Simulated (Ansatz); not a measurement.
Input file for Ansatz (a program for electronic structure):

Ansatz 0.2 input:
```yaml
crystal:
  lattice:
    - [0.0, 2.6419216558, 2.6419216558]
    - [2.6419216558, 0.0, 2.6419216558]
    - [2.6419216558, 2.6419216558, 0.0]
  atoms:
    - { symbol: Ta, position: [0.0, 0.0, 0.0] }
    - { symbol: Al, position: [0.5, 0.5, 0.5] }
kpoints:
  mp_grid: { grid: [10, 10, 10] }
  band_path:
    path:
      - [[0.0, 0.0, 0.0], [0.5, 0.0, 0.5], [0.625, 0.25, 0.625]]  # Γ-X-U
      - [[0.375, 0.375, 0.75], [0.0, 0.0, 0.0], [0.5, 0.5, 0.5], [0.5, 0.25, 0.75], [0.5, 0.0, 0.5]]  # K-Γ-L-W-X
    npoints: 12
basis: { xc_grid: 2 }
hamiltonian:
  xc: pbe
  pseudopotentials: { azcp: { folder: ./paw }, kind: paw_fr }
magnetization: { noncollinear: true, spin_orbit: true }
scf:
  n_extra_bands: 12
  convergence: { dr2_threshold: 0.0000000001 }
  occupations: { method: gaussian, width: 0.05 }
output: { eigenvalues: true }
```

Output (shortened):

```
Pseudopotential: Ta, paw, valence charge 13
Pseudopotential: Al, paw, valence charge 3
Functional definition: PBE
non-collinear run that drives no moment, with spin-orbit …
Crystal: 2 atoms, lattice volume = 36.880 Å³
Basis set: ecut = 420 eV, 725 PW (Γ), exchange–correlation on 50×50×50 points (8 copies of the dense FFT grid, shifted against one another)
Bands: 28, of which v1, the nominal top of the filled ones, is band 16 counted from 1 (15 counted from 0)
Symmetry: 48 space group operations + 48 with time reversal
k-points: 47 of 1000
Projection manifold: j_resolved (fully-relativistic pseudo-atomic orbitals)
SCF iter   1: F=—  HF=-10492.567743 eV  |F-HF|=—  |Δ(HF+E_count)|=         —  Δρ=4.17e-2  dr2=7.68e-1  dr2_m=0.00e0 (ungated)  ethr=3.10e-3  |M|=0.00e0 ∫|m|=0.00e0 μB  |m|>n=0.0e0 m-floor=0.0e0 τ_xc=0.0e0  β_m=0.30  ⟨swp⟩=6.4  Hψ=4010  notcnv=0  defer=12
preconditioner: auto → none
SCF iter   2: F=—  HF=-10492.353587 eV  |F-HF|=—  |Δ(HF+E_count)|=   2.14e-1  Δρ=2.26e-2  dr2=1.09e-1  dr2_m=0.00e0 (ungated)  ethr=3.10e-3  |M|=0.00e0 ∫|m|=0.00e0 μB  |m|>n=0.0e0 m-floor=0.0e0 τ_xc=0.0e0  β_m=0.38  ⟨swp⟩=2.7  Hψ=1208  notcnv=0  defer=250
SCF iter   3: F=—  HF=-10492.331216 eV  |F-HF|=—  |Δ(HF+E_count)|=   2.24e-2  Δρ=1.12e-2  dr2=1.91e-2  dr2_m=0.00e0 (ungated)  ethr=6.83e-4  |M|=0.00e0 ∫|m|=0.00e0 μB  |m|>n=0.0e0 m-floor=0.0e0 τ_xc=0.0e0  β_m=0.62  ⟨swp⟩=2.3  Hψ=835  notcnv=0  defer=250
SCF iter   4: F=—  HF=-10492.328085 eV  |F-HF|=—  |Δ(HF+E_count)|=   3.13e-3  Δρ=3.72e-4  dr2=7.76e-5  dr2_m=0.00e0 (ungated)  ethr=1.20e-4  |M|=0.00e0 ∫|m|=0.00e0 μB  |m|>n=0.0e0 m-floor=0.0e0 τ_xc=0.0e0  β_m=0.62  ⟨swp⟩=2.0  Hψ=674  notcnv=0  defer=250
SCF iter   5: F=—  HF=-10492.328067 eV  |F-HF|=—  |Δ(HF+E_count)|=   1.81e-5  Δρ=8.46e-5  dr2=8.24e-7  dr2_m=0.00e0 (ungated)  ethr=4.85e-7  |M|=0.00e0 ∫|m|=0.00e0 μB  |m|>n=0.0e0 m-floor=0.0e0 τ_xc=0.0e0  β_m=0.80  ⟨swp⟩=2.6  Hψ=835  notcnv=0  defer=250
SCF iter   6: F=—  HF=-10492.328068 eV  |F-HF|=—  |Δ(HF+E_count)|=   1.24e-6  Δρ=7.61e-6  dr2=1.53e-8  dr2_m=0.00e0 (ungated)  ethr=5.15e-9  |M|=0.00e0 ∫|m|=0.00e0 μB  |m|>n=0.0e0 m-floor=0.0e0 τ_xc=0.0e0  β_m=0.74  ⟨swp⟩=2.7  Hψ=1051  notcnv=0  defer=250
SCF iter   7: F=—  HF=-10492.328068 eV  |F-HF|=—  |Δ(HF+E_count)|=   6.12e-9  Δρ=1.54e-6  dr2=5.09e-10  dr2_m=0.00e0 (ungated)  ethr=9.55e-11  |M|=0.00e0 ∫|m|=0.00e0 μB  |m|>n=0.0e0 m-floor=0.0e0 τ_xc=0.0e0  β_m=0.83  ⟨swp⟩=2.9  Hψ=943  notcnv=0  defer=250
SCF iter   8: F=-10492.328068 eV  HF=-10492.328068 eV  |F-HF|=0.00e0  |Δ(HF+E_count)|=  7.28e-12  Δρ=1.19e-7  dr2=1.97e-12  dr2_m=0.00e0 (ungated)  ethr=1.00e-12  |M|=0.00e0 ∫|m|=0.00e0 μB  |m|>n=0.0e0 m-floor=0.0e0 τ_xc=0.0e0  ⟨swp⟩=7.4  Hψ=2388  notcnv=0
SCF 1 converged in 8 iterations: F = -10492.328068 eV  dr2 = 1.97e-12
NSCF: frozen V_eff on 74 k-points
SCF converged after 8 iterations
Magnetization: |M| = 0.0000 μB,  M = (+0.0000, +0.0000, +0.0000) μB
Absolute magnetization: 0.0000 μB (∫|m|)
  site 0: m = (+0.0000, +0.0000, +0.0000) μB, |m| = 0.0000 μB  (R = 1.09 Å)
  site 1: m = (+0.0000, +0.0000, +0.0000) μB, |m| = 0.0000 μB  (R = 1.09 Å)
Free energy (F): -10492.328068 eV
Harris-Foulkes:  -10492.328068 eV  (|F-HF|=0.00e0)
Internal energy: -10492.327106 eV  (E = F + TS)
E sigma→0 (E₀):  -10492.327587 eV
Entropy (-TS):   -0.000962 eV (-0.481 meV/atom)
Fermi energy:    12.260705 eV
--- Per-component energies (eV) ---
  E_band       = -173.578396
  E_kinetic    = 411.566517
  E_local      = -832.342093  (includes V_loc(G=0)·N_el)
  E_nonlocal   = 0.985184
  E_hartree    = 307.066005
  E_xc         = -355.953110
  E_vxc        = -259.111983  (∫ρ·V_xc dr)
  E_paw        = -8795.794654  (= ΣΔE_a)
  E_vpaw       = -108.808077  (= ΣTr[D̂ρ^β])
  E_aug_tail   = 0.000055  (compensation charges beyond the density's cutoff)
  E_ewald      = -1227.855012
  E_smearing   = -0.000962  (= −TS)
  E_closure    =  0.000000  (closes the sum)
  Σ components = -10492.328068   (vs F -10492.328068, Δ=0.00e0)
  [band-id]    e_kinetic+e_local+e_nonlocal+2·e_hartree+e_vxc+e_vpaw+e_augmentation_tail = -173.578386   (vs E_band -173.578396, Δ=9.95e-6)
--- Band table (eV; the first three rows and the last of 47) ---
  k-point 0: bands = ["-55.6072", "-55.6072", "-28.4816", "-28.4816", "-19.7561", "-19.7561", "-19.7561", "-19.7561", "3.1797", "3.1797", "11.5672", "11.5672", "11.5672", "11.5672", "11.9136", "11.9136", "12.4625", "12.4625", "12.4625", "12.4625", "17.1453", …
  k-point 1: bands = ["-55.6069", "-55.6069", "-28.4838", "-28.4838", "-19.7663", "-19.7663", "-19.7582", "-19.7582", "3.3788", "3.3788", "11.3980", "11.3980", "11.5565", "11.5565", "11.9329", "11.9329", "12.2603", "12.2603", "12.4051", "12.4051", "17.0183", …
  k-point 2: bands = ["-55.6060", "-55.6060", "-28.4896", "-28.4896", "-19.7928", "-19.7928", "-19.7636", "-19.7636", "3.9598", "3.9598", "10.7681", "10.7681", "11.2858", "11.2858", "11.5985", "11.5985", "12.4757", "12.4757", "12.6486", "12.6486", "16.2990", …
  k-point 46: bands = ["-55.6026", "-55.6026", "-28.5113", "-28.5113", "-19.8519", "-19.8519", "-19.8234", "-19.8234", "7.2086", "7.2086", "9.5827", "9.5827", "9.8307", "9.8307", "10.4675", "10.4675", "13.8905", "13.8905", "14.7043", "14.7043", "14.9564", …
```

Cost: very roughly 14 core-seconds on shared cores.

Space group Fm-3m (rock salt). The start of the workflow was typed in or built on a structure type; neither database checked (COD, Materials Project) lists it. Its standing as an ambient phase is unchecked. Symmetry was held in the PBE relaxation; whether a distortion lowers the energy is not shown. No spin polarisation was allowed. Its formation energy is positive at this level, so the cell may be metastable or incomplete.

Potentials: the earlier of the program's two PAW sets.

Ansatz is a plane-wave DFT program.
